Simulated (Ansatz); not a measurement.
NaMoO2 in space group C2/m (No. 12; Na on 2d, Mo on 2a, O on 4i), r²SCAN (plane waves, PAW; program Ansatz), all energies at zero smearing, with the estimated change up to a 700 eV cutoff added, with one set of potentials and settings (totals compare only within such a set). Cell of 8 atoms (2 Na, 2 Mo, 4 O): -15190.995 eV.

| element | reference phase | E (eV/atom) |
|---|---|---|
| Na | C2/m, 3 atoms in the cell | -1488.6146 |
| Mo | Im-3m, 1 atoms in the cell | -4967.5975 |
| O | C2/m, 4 atoms in the cell, spin-polarised | -566.0281 |

Formation energy per atom, worked out: (-15190.995 − 2×(-1488.6146) − 2×(-4967.5975) − 4×(-566.0281))/8 = -1.807 eV/atom (-174 kJ per mol of atoms), at 0 K, without zero-point energy or fitted corrections.

The first step of the workflow began from a Materials Project structure, measured or hypothetical; the Crystallography Open Database copy checked does not list it. Its standing as an ambient phase is unchecked. Symmetry was held in the r²SCAN relaxation, as lowered by the spin order; its stability against distortions is not shown here. Magnetic state: antiferromagnetic, chosen from 4 collinear starts compared on coarse meshes (ties went to the first, and starts can fall back to one state), not a proven ground state. Other orbital occupations within this spin state were not tried. No Hubbard U is applied. The references are the lowest solids computed at this level, not always the standard phases (solids in place of the gases).

Potentials: the later of the program's two PAW sets.
